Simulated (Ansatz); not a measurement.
One stationary structure of Ge2Sb2Te5. All values below come from r2SCAN (plane waves to 500 eV, PAW, scalar-relativistic; Ansatz, a program for electronic structure).

```cif
data_Ge2Sb2Te5
_chemical_formula_sum 'Te5 Ge2 Sb2'
_space_group_name_H-M_alt 'P 1'
_space_group_IT_number 1
_cell_length_a 4.26638
_cell_length_b 4.26638
_cell_length_c 17.61540
_cell_angle_alpha 90.000
_cell_angle_beta 90.000
_cell_angle_gamma 120.000
loop_
_space_group_symop_operation_xyz
  'x, y, z'
loop_
_atom_site_label
_atom_site_type_symbol
_atom_site_fract_x
_atom_site_fract_y
_atom_site_fract_z
_atom_site_occupancy
Te1 Te 0.00000 0.00000 0.00000 1
Ge1 Ge 0.66667 0.33333 0.09774 1
Ge2 Ge 0.33333 0.66667 0.90226 1
Te2 Te 0.33333 0.66667 0.19307 1
Te3 Te 0.66667 0.33333 0.80693 1
Sb1 Sb 0.00000 0.00000 0.30825 1
Sb2 Sb 0.00000 0.00000 0.69175 1
Te4 Te 0.66667 0.33333 0.40475 1
Te5 Te 0.33333 0.66667 0.59525 1
```

### Question
Determine the symmetry and give the standard cell with its independent sites.

### Answer
Space group P-3m1 (No. 164); a = b = 4.2664 Å, c = 17.6154 Å, α = β = 90.00°, γ = 120.00°

```
atom  site  symmetry       x       y       z
----  ----  --------  ------  ------  ------
Te      1a      -3m.  0.0000  0.0000  0.0000
Ge      2d       3m.  0.6667  0.3333  0.0977
Te      2d       3m.  0.3333  0.6667  0.1931
Sb      2c       3m.  0.0000  0.0000  0.3082
Te      2d       3m.  0.6667  0.3333  0.4048
```

### Question
Give the shortest distances between elements (the closest pairs, up to four, under 3.6 Å).

### Answer
Ge–Te 2.98 Å; Sb–Te 2.99 Å.

```yaml
volume_per_atom: 30.85 Å³
band_gap: 0.56 eV, direct at Γ (no spin-orbit coupling)
```

No spin polarisation in the result. Without spin-orbit coupling the bands of the heavy element are not split, so the gap can be far off.

The run could not lose the symmetry of its start.

The first start was generated by placing the elements on the sites of a structure type. Materials Project lists a structure of Ge2Sb2Te5 in the same space group, P-3m1 (No. 164); the sites were not compared with it, nor with measured phases.
